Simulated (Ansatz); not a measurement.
One crystal and one scan (energy against volume) at two levels, PBE (plane waves to 420 eV, PAW, scalar-relativistic; Ansatz, an electronic-structure program) and r2SCAN (plane waves to 500 eV, PAW, scalar-relativistic; Ansatz), each from its own relaxed cell and on its own mesh. The cell shown is that of PBE.

ZnSe (zinc blende)

```
ZnSe
1.0
    0.00000     2.86651     2.86651
    2.86651     0.00000     2.86651
    2.86651     2.86651     0.00000
Se Zn
1 1
Direct
  0.75000   0.75000   0.75000
  0.00000   0.00000   0.00000
```

E(V) scan at fixed shape, V₀ the volume above. Symmetry pins the atoms to their sites.

Energies are smeared free energies. The PAW data are Ansatz's earlier set. ZnSe was relaxed with its symmetry unable to fall. Percentages come from the unrounded values. Both scans cover V/V₀ from 0.900 to 1.100.

```tsv
quantity	PBE	r2SCAN	PBE − r2SCAN
Lattice constant a (Å)	5.733	5.666	+0.067 (+1.2 %)
Pressure at the smallest volume (GPa)	7.58	8.65	-1.07 (-12 %)
Energy cost of the largest compression (meV/atom)	50.5	55.8	-5.3 (-9.4 %)
Energy cost of the largest expansion (meV/atom)	35.0	39.0	-4.0 (-10 %)
Bulk modulus B₀ (third-order Birch-Murnaghan fit) (GPa)	56.6	65.2	-8.6 (-13 %)
Pressure derivative B₀′ (fit)	4.5	4.4	+0.1 (+4 %)
Pressure for 5 % compression (fit) (GPa)	3.3	3.7	-0.4 (-13 %)
```

PBE gives the higher value for: lattice constant a. PBE gives the lower value for: pressure at the smallest volume; energy cost of the largest compression; energy cost of the largest expansion; bulk modulus B₀; pressure for 5 % compression. For the lattice constant a the reference is 5.6676 Å (measured, room temperature or unstated; as given in Martin Albrecht, Beate Paulus, Hermann Stoll, Physical review. B, Condensed matter (1997), arXiv:cond-mat/9706128): it holds thermal shifts, so no verdict is drawn. For the bulk modulus B₀ the reference is 62.4 GPa (measured, room temperature or unstated; as given in Cormac Toher, Corey Oses, Jose J. Plata et al., Physical Review Materials (2017), arXiv:1611.05714): it holds thermal shifts, so no verdict is drawn. 

ΔE (meV/atom), each from the relaxed starting cell of its own level:

```
V/V₀    PBE  r2SCAN
-----  ----  ------
0.900  50.5    55.8
0.925  27.0    29.9
0.950  11.4    12.7
0.975   2.7     3.0
1.000   0.0     0.0
1.025   2.5     2.8
1.050   9.5    10.6
1.075  20.5    22.9
1.100  35.0    39.0
```

(Under strain, the slope of the energy per volume gives the stress and its curvature an elastic modulus.)
